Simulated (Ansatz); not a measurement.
AlCuBr4: a run for the field gradients

```yaml
crystal:
  lattice:
    - [5.7321, 0.0, 0.0]
    - [0.0, 5.7321, 0.0]
    - [0.0, 0.0, 10.6046]
  atoms:
    - { symbol: Al, position: [0.5, 0.0, 0.25] }
    - { symbol: Al, position: [0.0, 0.5, 0.75] }
    - { symbol: Cu, position: [0.5, 0.5, 0.5] }
    - { symbol: Cu, position: [0.5, 0.5, 0.0] }
    - { symbol: Br, position: [0.74091, 0.22883, 0.37257] }
    - { symbol: Br, position: [0.22883, 0.25909, 0.62743] }
    - { symbol: Br, position: [0.25909, 0.77117, 0.37257] }
    - { symbol: Br, position: [0.77117, 0.74091, 0.62743] }
    - { symbol: Br, position: [0.74091, 0.77117, 0.12743] }
    - { symbol: Br, position: [0.22883, 0.74091, 0.87257] }
    - { symbol: Br, position: [0.25909, 0.22883, 0.12743] }
    - { symbol: Br, position: [0.77117, 0.25909, 0.87257] }
kpoints:
  mp_grid: { grid: [5, 5, 3] }
scf:
  occupations: { method: fermi_dirac, width: 0.02 }
  max_iter: 50
hamiltonian:
  xc: pbe
  pseudopotentials: { kind: paw, frozen_core: stored }
output:
  forces: true
  stress: true
  populations: true
  efg: { quadrupole_moments_barn: { Al: 0.1466, Cu: -0.22, Br: 0.2579 } }
basis:
  ecutwfc: "40 Ry/bohr"
```

```sh
ansatz run input.yaml --threads 1 --pin off --max-ram 3072MiB --backend cpu --events-out ev --progress --plain --runs-dir out
```

Q: Does this calculation finish, and if not, why?

A: The input was rejected before any iteration. The input holds a cutoff in the wrong unit. The program says:

```
Error: YAML parse error: error: line 33 column 12: unknown unit factor `Ry/bohr`
  --> <input>:33:12
   |
31 |   efg: { quadrupole_moments_barn: { Al: 0.1466, Cu: -0.22, Br: 0.2579 } }
32 | basis:
33 |   ecutwfc: "40 Ry/bohr"
   |            ^ unknown unit factor `Ry/bohr`
```

Against a sound input the change was `basis.ecutwfc`: not typed → 40 Ry/bohr; `scf.max_iter`: not typed → 50.

With the sound settings the run converges and gives V_zz (10²¹ V/m²) Al -0.17 (η 0.76), Cu -0.36 (η 0.00), Br 24.7 (η 0.87). The largest force is 0.4 eV/Å, so the atoms aren't at the calculated equilibrium and relaxing them would move these values.
